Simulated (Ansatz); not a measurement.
## SiC: computed property card

SiC:
```
CELL_PARAMETERS angstrom
      3.07938     0.00000     0.00000
     -1.53969     2.66682     0.00000
      0.00000     0.00000    20.13703
ATOMIC_POSITIONS crystal
  Si 0.33333 0.66667 0.25011
  Si 0.66667 0.33333 0.75011
  C  0.33333 0.66667 0.96891
  C  0.66667 0.33333 0.46891
  C  0.00000 0.00000 0.09386
  C  0.00000 0.00000 0.59386
  C  0.33333 0.66667 0.34412
  C  0.66667 0.33333 0.84412
  C  0.33333 0.66667 0.71874
  C  0.66667 0.33333 0.21874
  Si 0.33333 0.66667 0.62499
  Si 0.66667 0.33333 0.12499
  Si 0.00000 0.00000 0.00009
  Si 0.00000 0.00000 0.50009
  Si 0.33333 0.66667 0.87518
  Si 0.66667 0.33333 0.37518
```

Space group P6_3mc (No. 186); conventional cell a = b = 3.079 Å, c = 20.137 Å, α = β = 90.00°, γ = 120.00°.

Method: DFT-PBEsol in the program Ansatz with PAW potentials. The cell and atoms are relaxed at this level. Other levels are named where they apply.

Cell and energy:

- Volume per atom: 10.34 Å³
- Density: 3.22 g/cm³
- Formation energy from the elements (no fitted shifts): -0.26 eV/atom

Electronic structure:

Band gap: 1.66 eV (indirect)
Valence-band maximum: at Γ
Conduction-band minimum: at M (3 equivalent valleys)
Smallest direct gap on the standard path: 2.75 eV
Electron effective mass: 0.23, 0.51, 0.57 mₑ (principal values)
Hole effective mass, band 1 of 2 at the edge: 4.1 along x, 1.6 along z (mₑ)
Hole effective mass, band 2 of 2 at the edge: 0.30 along x, 1.6 along z (mₑ)
HSE06 gap on the PBEsol cell: 2.66 eV

Mechanics:

* **Bulk modulus (Birch–Murnaghan fit)**: 222 GPa
* **Pressure derivative B′**: 3.9
* **Elastic constants (relaxed ions, GPa)**: C11 = 492, C12 = 115, C13 = 58.9, C33 = 545, C44 = 161
* **Mechanical stability**: stable (all eigenvalues of C positive)
* **Hill bulk and shear moduli**: 222 and 186 GPa
* **Young's modulus**: 437 GPa
* **Poisson's ratio**: 0.17
* **Debye temperature from the elastic constants**: 1140 K
* **Piezoelectric stress constants (proper, relaxed ions, C/m²)**: e15 = e24 = -0.03, e31 = e32 = -0.05, e33 = 0.13

Dielectric response:

- Electronic dielectric constant ε∞ (DFPT): 7.10 (xx = yy), 7.31 (zz)
- Born charges (a third of the trace): Si +2.65 to +2.75, C -2.74 to -2.71 e
- Largest static χ(2) component: 29 pm/V

The workflow started from an entry of the Crystallography Open Database (COD). Its sites differ from those of the usual phase in this space group: another stacking or structure type. The cell was relaxed with PBEsol under the symmetry of its start; whether a distortion lowers the energy is not shown. Signs of piezoelectric constants follow the polarity of the cell as given. The references are the lowest solids computed at this level, not always the standard phases.

Potentials: the later of the program's two PAW sets.
